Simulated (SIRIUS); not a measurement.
A self-consistent single point of InAs (F-43m, 8 atoms in the cell; from Materials Project mp-20305, changed as shown).

```yaml
crystal:
  lattice:
    - [5.98498, 0.00000, 0.00000]
    - [0.00000, 5.98498, 0.00000]
    - [0.00000, 0.00000, 5.98498]
  atoms:
    - { symbol: In, position: [0.25000, 0.25000, 0.25000] }
    - { symbol: In, position: [0.25000, 0.75000, 0.75000] }
    - { symbol: In, position: [0.75000, 0.25000, 0.75000] }
    - { symbol: In, position: [0.75000, 0.75000, 0.25000] }
    - { symbol: As, position: [0.00000, 0.00000, 0.00000] }
    - { symbol: As, position: [0.00000, 0.50000, 0.50000] }
    - { symbol: As, position: [0.50000, 0.00000, 0.50000] }
    - { symbol: As, position: [0.50000, 0.50000, 0.00000] }
```

All values come from this method and carry its errors: PBE, GBRV PBE ultrasoft pseudopotentials (plane waves; SIRIUS).

SIRIUS settings:

- parameters.ngridk: 4 4 4
- parameters.xc_functionals: [XC_GGA_X_PBE, XC_GGA_C_PBE]
- parameters.gk_cutoff: 6.325 1/bohr
- parameters.pw_cutoff: 14.143 1/bohr
- parameters.smearing: fermi_dirac
- parameters.smearing_width: 0.00367493 Ha
- potentials: GBRV PBE ultrasoft pseudopotentials
- parameters.electronic_structure_method: pseudopotential
- parameters.num_bands: 43
- parameters.num_mag_dims: 0
- parameters.num_dft_iter: 100
- parameters.energy_tol: 1e-07 Ha
- parameters.density_tol: 1e-06
- mixer.type: broyden2
- mixer.beta: 0.5
- mixer.use_hartree: true

Results:

- Number of valence electrons: 72
- Number of bands: 43
- Number of k-points after the program's reduction: 10
- Number of plane waves (most at a k-point): 6216
- Number of SCF iterations: 13
- FFT grid: 54 × 54 × 54
- Free energy E − TS: -9457.5216 eV
- Fermi level (on the code's own zero): 7.16 eV
- Pressure: 5.74 GPa

Stress (GPa, positive for compression):
```
5.74  0.00  0.00
0.00  5.74  0.00
0.00  0.00  5.74
```

For comparison: a first run was changed to give this one (lattice scaled by 0.98), and from it to this one the free energy goes up by 43.4 meV/atom and the pressure goes from 1.69 to 5.74 GPa.

The structure comes from a collection of computed structures, made at another level of theory; the collection holds predicted forms beside known ones. No clean gap shows at this smearing width and mesh (spacing up to 0.26 Å⁻¹); the mesh is coarse for partly filled bands, so the values carry mesh errors. Semi-local functionals can close small gaps.

Cost on one core: very roughly 70 core-seconds.
